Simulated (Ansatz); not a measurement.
Input file for Ansatz (a first-principles code):

Ansatz 0.2 input:
```yaml
crystal:
  lattice:
    - [3.1604335933, 0.0, 0.0]
    - [-1.5802167966, 2.7370157788, 0.0]
    - [0.0, 0.0, 4.9956426342]
  atoms:
    - { symbol: Hf, position: [0.3333333333, 0.6666666667, 0.25] }
    - { symbol: Hf, position: [0.6666666667, 0.3333333333, 0.75] }
kpoints:
  mp_grid: { grid: [15, 15, 8] }
hamiltonian:
  xc: pbesol
  pseudopotentials: { azcp: { folder: ./paw }, kind: paw }
scf:
  occupations: { method: fermi_dirac, width: 0.1 }
phonons:
  method: dfpt
  response_accuracy: low
  eigenvectors: true
  rigid_motions: translations
```

Output (shortened):

```
Pseudopotential: Hf, paw, valence charge 26
Functional definition: PBEsol
Crystal: 2 atoms, lattice volume = 43.213 Å³
Basis set: ecut = 420 eV, 845 PW (Γ), exchange–correlation on 48×48×72 points (8 copies of the dense FFT grid, shifted against one another)
Bands: 32, of which v1, the nominal top of the filled ones, is band 26 counted from 1 (25 counted from 0)
Symmetry: 24 space group operations
k-points: 320 of 1800 (irreducible under 4 space group operations, time reversal used)
SCF iter   1: F=—  HF=-31197.878276 eV  |F-HF|=—  |Δ(HF+E_count)|=         —  Δρ=3.59e-2  dr2=6.67e-1  ethr=3.10e-3  ⟨swp⟩=5.3  Hψ=35775  notcnv=0
preconditioner: auto → Kerker (q_TF=auto, 2.814 Å⁻¹)
SCF iter   2: F=—  HF=-31197.731324 eV  |F-HF|=—  |Δ(HF+E_count)|=   1.47e-1  Δρ=2.25e-2  dr2=2.58e-1  ethr=1.28e-3  ⟨swp⟩=3.0  Hψ=20543  notcnv=0
SCF iter   3: F=—  HF=-31197.677876 eV  |F-HF|=—  |Δ(HF+E_count)|=   5.34e-2  Δρ=9.61e-3  dr2=4.72e-2  ethr=4.97e-4  ⟨swp⟩=2.0  Hψ=18032  notcnv=0
SCF iter   4: F=—  HF=-31197.630236 eV  |F-HF|=—  |Δ(HF+E_count)|=   4.76e-2  Δρ=3.04e-3  dr2=1.94e-3  ethr=9.07e-5  ⟨swp⟩=2.0  Hψ=20497  notcnv=0
SCF iter   5: F=—  HF=-31197.631334 eV  |F-HF|=—  |Δ(HF+E_count)|=   1.10e-3  Δρ=6.39e-4  dr2=1.66e-4  ethr=3.74e-6  ⟨swp⟩=2.2  Hψ=14922  notcnv=0
SCF iter   6: F=—  HF=-31197.631491 eV  |F-HF|=—  |Δ(HF+E_count)|=   1.57e-4  Δρ=1.37e-4  dr2=6.22e-6  ethr=3.20e-7  ⟨swp⟩=2.0  Hψ=18675  notcnv=0
SCF iter   7: F=—  HF=-31197.631503 eV  |F-HF|=—  |Δ(HF+E_count)|=   1.17e-5  Δρ=3.14e-5  dr2=4.26e-7  ethr=1.20e-8  ⟨swp⟩=2.3  Hψ=18896  notcnv=0
SCF iter   8: F=—  HF=-31197.631500 eV  |F-HF|=—  |Δ(HF+E_count)|=   3.06e-6  Δρ=6.05e-6  dr2=1.64e-8  ethr=8.19e-10  ⟨swp⟩=2.3  Hψ=14453  notcnv=0
SCF iter  11: F=-31197.631500 eV  HF=-31197.631500 eV  |F-HF|=3.64e-12  |Δ(HF+E_count)|=  3.64e-12  Δρ=6.08e-8  dr2=8.35e-13  ethr=1.00e-12  ⟨swp⟩=8.1  Hψ=57276  notcnv=0
SCF 1 converged in 11 iterations: F = -31197.631500 eV  dr2 = 8.35e-13
DFPT response loops at Γ: preconditioner auto → Kerker (q_TF=auto, 2.814 Å⁻¹) (partly filled bands, converged f_vac=0.000) …
SCF converged after 11 iterations
Free energy (F): -31197.631500 eV
Harris-Foulkes:  -31197.631500 eV  (|F-HF|=3.64e-12)
Internal energy: -31197.576154 eV  (E = F + TS)
E sigma→0 (E₀):  -31197.603827 eV
Entropy (-TS):   -0.055346 eV (-27.673 meV/atom)
Fermi energy:    18.690707 eV
--- Per-component energies (eV) ---
  E_band       = 14.892246
  E_kinetic    = 820.972415
  E_local      = -12450.842545  (includes V_loc(G=0)·N_el)
  E_nonlocal   = 129.138722
  E_hartree    = 6073.907061
  E_xc         = -529.943884
  E_vxc        = -510.106344  (∫ρ·V_xc dr)
  E_paw        = -15151.000253  (= ΣΔE_a)
  E_vpaw       = -122.084287  (= ΣTr[D̂ρ^β])
  E_aug_tail   = 0.000185  (compensation charges beyond the density's cutoff)
  E_ewald      = -10092.309967
  E_core_change = 2.502112  (= ΣΔE_core)
  E_smearing   = -0.055346  (= −TS)
  E_closure    =  0.000000  (closes the sum)
  Σ components = -31197.631500   (vs F -31197.631500, Δ=0.00e0)
  [band-id]    e_kinetic+e_local+e_nonlocal+2·e_hartree+e_vxc+e_vpaw+e_augmentation_tail = 14.892267   (vs E_band 14.892246, Δ=2.09e-5)
--- Band table (eV; the first three rows and the last of 320) ---
  k-point 0: bands = ["-43.1199", "-43.0358", "-12.3033", "-11.4705", "-11.4705", "-11.3257", "-11.3257", "-11.3198", "6.9434", "6.9777", "6.9812", "6.9812", "6.9836", "6.9836", "6.9857", "6.9952", "6.9952", "7.0052", "7.0260", "7.0260", "7.0689", "7.0729", …
  k-point 1: bands = ["-43.1168", "-43.0391", "-12.2685", "-11.4651", "-11.4651", "-11.3602", "-11.3313", "-11.3313", "6.9438", "6.9716", "6.9716", "6.9798", "6.9821", "6.9901", "6.9901", "6.9955", "6.9955", "7.0059", "7.0291", "7.0291", "7.0691", "7.0728", …
  k-point 2: bands = ["-43.1077", "-43.0482", "-12.1684", "-11.4739", "-11.4495", "-11.4495", "-11.3471", "-11.3471", "6.9454", "6.9646", "6.9646", "6.9739", "6.9801", "6.9801", "6.9853", "7.0061", "7.0090", "7.0090", "7.0335", "7.0335", "7.0695", "7.0724", …
  k-point 319: bands = ["-43.0382", "-43.0382", "-12.0897", "-12.0897", "-11.6924", "-11.6924", "-11.4887", "-11.4887", "6.9675", "6.9675", "6.9786", "6.9786", "6.9920", "6.9920", "7.0009", "7.0009", "7.0111", "7.0111", "7.0191", "7.0191", "7.0403", "7.0403", …
--- Phonons (Γ-DFPT): 2 representative perturbations + reference, on 320 of 1800 k-points (Σ response iterations 4) ---
  ASR residual: 1.010e-3 → 0.000e0 eV/Å²; symmetrization residual: 1.370e-9 eV/Å²
  ASR residual per site (eV/Å²): 1.01e-3 1.01e-3
  Γ frequencies (cm⁻¹): 0.00 0.00 0.00 74.95 74.95 111.05
  non-analytic LO–TO correction: not included (Born effective charges unavailable; polar crystals: no LO–TO splitting at Γ)
```

Cost: very roughly 60 core-seconds on shared cores.

Space group P6_3/mmc (hcp (Mg type)). Symmetry was held in the PBEsol relaxation; of distortions, only those at the zone centre were tested. No spin polarisation was allowed. As this level gives no gap, phonon frequencies hold no LO–TO term and depend on the k-mesh and smearing (Fermi–Dirac, 0.1 eV here). Spin–orbit coupling is left out wherever it is not named.

Potentials: the earlier of the program's two PAW sets.

Ansatz is a plane-wave DFT program.
